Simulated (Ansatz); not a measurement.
LuAs₂Pd₄, a known structure type with other elements, at an estimated volume

```xyz
14
Lattice="7.5297 0.0000 0.0000 0.0000 7.5297 0.0000 0.0000 0.0000 3.9205" Properties=species:S:1:pos:R:3 pbc="T T T"
As    1.6264    5.9032    0.0000
As    5.3912    5.3912    1.9603
As    5.9032    1.6264    0.0000
As    2.1384    2.1384    1.9603
Lu    0.0000    0.0000    1.9603
Lu    3.7648    3.7648    0.0000
Pd    2.6218    0.6972    0.0000
Pd    3.0676    6.3867    1.9603
Pd    4.9078    6.8324    0.0000
Pd    4.4621    1.1430    1.9603
Pd    6.3867    3.0676    1.9603
Pd    6.8324    4.9078    0.0000
Pd    1.1430    4.4621    1.9603
Pd    0.6972    2.6218    0.0000
```

The numbers come from plane-wave PAW DFT (Ansatz): r2SCAN, no spin polarisation, 500 eV, 5×5×9 Γ-centred k points, gaussian occupations (width 0.0501 eV). Nothing was relaxed.

**Question.** Which element gives electrons and which takes them?

**Answer.** Bader charges in e: Lu +1.77, As -0.39, Pd -0.25. In the mean Lu gives up most and As takes most.

**Question.** Is it stable against the elements?

**Answer.** -0.65 eV an atom against the elements' usual phases (free molecules for gases, crystals otherwise, with no correction for O₂ or N₂), so it is bound against them; other compounds may still compete. Relaxing would lower it.

**Question.** What happens at the Fermi level?

**Answer.** It is a metal, with about 6.4 states/eV a cell as the mean within 0.25 eV of the Fermi level, mostly Pd d (47 %), As p (29 %) and Lu d (15 %).

**Question.** Is the cell too large or too small?

**Answer.** The pressure is 10.9 GPa (compression positive), so with the atoms held at these fractions the cell would first expand; the forces are large, so a full relaxation may end otherwise. The principal stresses 9.6, 9.6, 13.3 GPa differ, so its shape would change too.

Origin: a known structure type with other elements, at an estimated volume, so it need not be a known compound.
